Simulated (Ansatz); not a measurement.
CuPd:
```xyz
2
Lattice="1.3534 0.7814 4.2141 -1.3534 0.7814 4.2141 0.0000 -1.5628 4.2141" Properties=species:S:1:pos:R:3 pbc="T T T"
Cu     0.0000     0.0000     0.0000
Pd     0.0000     0.0000     6.3212
```

Relaxed with r²SCAN.

Problem. Give the Bader charges and basin volumes of the independent atoms, r²SCAN (plane waves, PAW; program Ansatz).

Solution. 

```json
[
 {"atom": "Cu1", "Bader charge (e)": "+0.21", "Bader volume (Å³)": "11.6"},
 {"atom": "Pd2", "Bader charge (e)": "-0.21", "Bader volume (Å³)": "15.2"}
]
```

Space group R-3m. The workflow started from a Materials Project entry (that database holds measured and hypothetical structures alike); the Crystallography Open Database copy checked does not list it. COD files the formula under space group No. 221. With Cu and Pd taken as one species the cell has the higher symmetry Fm-3m, so it may be an ordered model of a mixed-site phase. Its standing as an ambient phase is unchecked. The cell was relaxed with r²SCAN under the symmetry of its start; its stability against distortions is not shown here. No spin polarisation was allowed.

Potentials: the later of the program's two PAW sets.
